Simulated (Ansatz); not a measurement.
## Data sheet: MoPt (DFT)

MoPt (CsCl type, space group No. 221), a = b = c = 3.158 Å, α = β = γ = 90.00°.

Space group Pm-3m (No. 221), CsCl type; conventional cell a = b = c = 3.1578 Å, α = β = γ = 90.00°.

Method: r²SCAN (plane waves, PAW; program Ansatz). Geometry: relaxed at this level of theory. Other levels are named where they apply.

### Cell and energy

* **Volume per atom**: 15.74 Å³
* **Density**: 15.35 g/cm³
* **Formation energy from the elements (no fitted shifts)**: 0.27 eV/atom

### Electronic structure

- Electronic character: metallic (no gap)
- Density of states at the Fermi level: 1.5 states/eV per atom (mean over ±0.08 eV)
- Gap with spin–orbit coupling: none (metallic)

### Mechanics

- Bulk modulus (Birch–Murnaghan fit) = 2640 kbar
- Pressure derivative B′ = 4.7
- Elastic constants (relaxed ions, GPa) = C11 = 60.2, C12 = 366, C44 = 97.2
- Mechanical stability = unstable (C has a negative eigenvalue)

### Charges

* **Bader charges**: Pt -0.96, Mo +0.96 e

The start of the workflow was typed in or built on a structure type; neither database checked (COD, Materials Project) lists it. Whether it is the stable phase at ambient conditions was not checked. The r²SCAN relaxation kept the symmetry of its start. The run is not spin-polarised. Its formation energy is positive at this level, so the cell may be metastable or incomplete. As this level gives no gap, shear constants depend on the k-mesh and smearing (Fermi–Dirac, 0.1 eV here). On the denser mesh and wider smearing of the elastic run this cell carries a stress of 0.3 GPa. The references are the lowest solids computed at this level, not always the standard phases. Scalar-relativistic: spin–orbit coupling is off unless named, which matters more the heavier the elements.

Potentials: the earlier of the program's two PAW sets.
